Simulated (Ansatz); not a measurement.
Computed with Ansatz (plane waves, PAW, 420 eV cutoff): PBEsol, scalar-relativistic, no spin polarisation, 8×8×8 k-mesh, Gaussian smearing of 0.05 eV; PAW files: Ansatz's generated set soft_2.

A crystal of composition XAs, relaxed at this level of theory, gives this pattern between 10° and 80°.

Cu Kα1 powder pattern (kinematic, no thermal factors).
| 2θ (°) | relative intensity |
| --- | --- |
| 22.92 | 21 |
| 30.63 | 10 |
| 32.78 | 100 |
| 38.60 | 10 |
| 43.87 | 8 |
| 46.83 | 19 |
| 46.94 | 38 |
| 50.06 | 61 |
| 57.00 | 3 |
| 63.78 | 15 |
| 66.10 | 5 |
| 68.47 | 13 |
| 68.72 | 5 |
| 72.41 | 2 |
| 73.59 | 21 |
| 77.09 | 3 |

Task: Which lattice and cell does the pattern come from?

Result: Tetragonal, space group P4_2/mmc (No. 131), a = 2.916 Å, b = 2.916 Å, c = 7.754 Å, α = 90.00°, β = 90.00°, γ = 90.00°. The line positions fix the lattice at most, not the space group, and lines under 1 % of the strongest aren't listed; this is the group of the computed cell.

The calculation on XAs, where X is one element, gave:

- Band gap: zero (metallic)
- Density of states at the Fermi level: 0.53 states/(eV·atom)
- Formation energy from the elements (0 K, uncorrected): 0.01 eV/atom
- Bulk modulus (Birch–Murnaghan): 168 GPa
- Pressure derivative B0′: 6.1

Sites: X on 2c, As on 2e.

Task: Which element is X?
A. Os
B. Re
C. Pt
D. Ir

Result: D. X is Ir, so the compound is IrAs.

This is a trial structure made by placing the elements on a prototype's sites, so it needn't be the stable form.

Spin–orbit coupling, which matters for such heavy elements, is left out.
